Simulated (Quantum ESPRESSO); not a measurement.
# Kohn-Sham bands of ZnGeP2 (chalcopyrite)

```yaml
crystal:
  lattice:
    - [5.44248, 0.00000, 0.00000]
    - [0.00000, 5.44248, 0.00000]
    - [-2.72124, -2.72124, 5.36477]
  atoms:
    - { symbol: Zn, position: [0.25000, 0.75000, 0.50000] }
    - { symbol: Zn, position: [0.00000, 0.00000, 0.00000] }
    - { symbol: Ge, position: [0.75000, 0.25000, 0.50000] }
    - { symbol: Ge, position: [0.50000, 0.50000, 0.00000] }
    - { symbol: P, position: [0.62500, 0.12956, 0.75000] }
    - { symbol: P, position: [0.37956, 0.37500, 0.25000] }
    - { symbol: P, position: [0.12500, 0.62044, 0.75000] }
    - { symbol: P, position: [0.87044, 0.87500, 0.25000] }
```

Materials Project entry mp-4524; symmetrised, unrelaxed at this level. COD (Crystallography Open Database) has an entry of this formula and space group (matched by these alone). Level: PBEsol, no spin polarisation, no spin-orbit coupling; pw.x of Quantum ESPRESSO at 68 Ry with PseudoDojo potentials, 4×4×4 k-points, Wannier90. Density: 6×6×6 mesh, cold smearing 0.01 Ry. Spin-orbit coupling, left out, would split the p-like bands by a few tenths of an eV.

Q: List the Kohn-Sham levels between −8 and 4.1 eV relative to the valence-band maximum at the high-symmetry points, as a band run of pw.x on that density gives them (levels within 2 meV counted together).

A: 
| point | k (reciprocal lattice) | levels (eV) |
|---|---|---|
| Γ | 0.000 0.000 0.000 | -7.05, -6.94, -6.90 (×2), -6.86, -6.76, -6.74, -6.62, -6.61, -6.58 (×2), -5.07, -4.32 (×2), -4.00, -3.68, -2.60 (×2), -0.08 (×2), 0.00, 1.28, 1.35, 1.56, 3.11 (×2), 3.23 |
| X | 0.500 -0.500 0.000 | -7.79 (×2), -6.92 (×2), -6.80 (×2), -6.78 (×2), -6.72 (×2), -6.64 (×2), -5.21 (×2), -3.83 (×2), -1.88 (×2), -1.20 (×2), -0.75 (×2), 1.18 (×2), 2.97 (×2), 3.99 (×2) |
| P | 0.500 -0.500 0.250 | -7.76 (×2), -6.90 (×2), -6.87 (×2), -6.74 (×2), -6.73 (×2), -6.46 (×2), -5.69 (×2), -2.94 (×2), -2.42 (×2), -1.18 (×2), -1.12 (×2), 1.84 (×2), 2.79 (×2), 3.92 (×2) |
| N | 0.000 -0.500 0.500 | -7.43, -6.93 (×2), -6.91, -6.86, -6.74, -6.71, -6.68, -6.63, -6.42, -5.68, -4.62, -4.45, -4.23, -3.92, -3.06, -2.76, -2.50, -1.90, -1.66, -0.98, 2.37, 2.47, 2.75, 3.88, 4.01 |
| M | 0.000 0.000 0.500 | -7.84 (×2), -6.89 (×2), -6.85 (×2), -6.74 (×2), -6.69 (×2), -6.55 (×2), -3.90 (×2), -3.61 (×2), -2.53 (×2), -1.95 (×2), -1.36 (×2), 1.18 (×2), 1.38 (×2), 2.33 (×2), 3.60 (×2) |
| S | 0.000 -0.371 0.686 | -7.51, -6.93, -6.92, -6.87, -6.82, -6.76, -6.74, -6.69, -6.63, -6.59, -5.53, -4.56, -4.37, -4.00, -3.52, -3.37, -3.16, -2.38, -2.13, -1.17, -0.85, 1.35, 2.43, 2.53, 3.07, 4.05 |
| S_0 | 0.000 -0.629 0.314 | -7.51, -6.93, -6.92, -6.87, -6.82, -6.76, -6.74, -6.69, -6.63, -6.59, -5.53, -4.56, -4.37, -4.00, -3.52, -3.37, -3.16, -2.38, -2.13, -1.17, -0.85, 1.35, 2.43, 2.53, 3.07, 4.05 |
| R | 0.371 -0.629 0.129 | -7.73 (×2), -6.92 (×2), -6.86 (×2), -6.75 (×2), -6.69 (×2), -6.43 (×2), -5.16 (×2), -3.76 (×2), -2.29 (×2), -1.31 (×2), -1.10 (×2), 1.57 (×2), 3.44 (×2), 3.69 (×2) |
| G | 0.371 -0.371 0.500 | -7.73 (×2), -6.92 (×2), -6.86 (×2), -6.75 (×2), -6.69 (×2), -6.43 (×2), -5.16 (×2), -3.76 (×2), -2.29 (×2), -1.31 (×2), -1.10 (×2), 1.57 (×2), 3.44 (×2), 3.69 (×2) |
